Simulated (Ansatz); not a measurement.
## Property card for WC

WC:
```yaml
crystal:
  lattice:
    - [2.71565, 0.00000, 0.00000]
    - [0.00000, 2.71565, 0.00000]
    - [0.00000, 0.00000, 2.71565]
  atoms:
    - { symbol: W, position: [0.00000, 0.00000, 0.00000] }
    - { symbol: C, position: [0.50000, 0.50000, 0.50000] }
```

Space group Pm-3m (No. 221), CsCl type; conventional cell a = 2.7157 Å, b = 2.7157 Å, c = 2.7157 Å, α = 90.00°, β = 90.00°, γ = 90.00°.

Method: r²SCAN (plane waves, PAW; program Ansatz). Geometry: relaxed at this level of theory. Other levels are named where they apply.

**Cell and energy**

| Quantity | Result |
|---|---|
| Volume per atom | 10.01 Å³ |
| Density | 16.24 g/cm³ |
| Formation energy from the elements (no fitted shifts) | 786 meV/atom |

**Electronic structure**

| Item | Value |
|---|---|
| Electronic character | metallic (no gap) |
| Density of states at the Fermi level | 0.30 states/eV per atom (mean over ±0.08 eV) |
| Gap with spin–orbit coupling | none (metallic) |

**Mechanics**

| Item | Result |
|---|---|
| Bulk modulus (Birch–Murnaghan fit) | 383 GPa |
| Pressure derivative B′ | 4.3 |
| Elastic constants (relaxed ions, GPa) | C11 = 1010, C12 = 63.5, C44 = 170 |
| Mechanical stability | stable (all eigenvalues of C positive) |
| Hill bulk and shear moduli | 380 and 260 GPa |
| Young's modulus | 636 GPa |
| Poisson's ratio | 0.22 |
| Debye temperature from the elastic constants | 612 K |

**Charges**

| Quantity | Value |
|---|---|
| Bader charges | W +1.40, C -1.40 e |

A made-up cell: these elements were put on the sites of a structure type; neither database checked (COD, Materials Project) lists it. It is not the phase usual at ambient conditions (space group No. 187). The cell was relaxed with r²SCAN under the symmetry of its start; whether a distortion lowers the energy is not shown. No spin polarisation was allowed. As this level gives no gap, shear constants depend on the k-mesh and smearing (Fermi–Dirac, 0.1 eV here). The references are the lowest solids computed at this level, not always the standard phases. Spin–orbit coupling is left out wherever it is not named.

Potentials: the later of the program's two PAW sets.
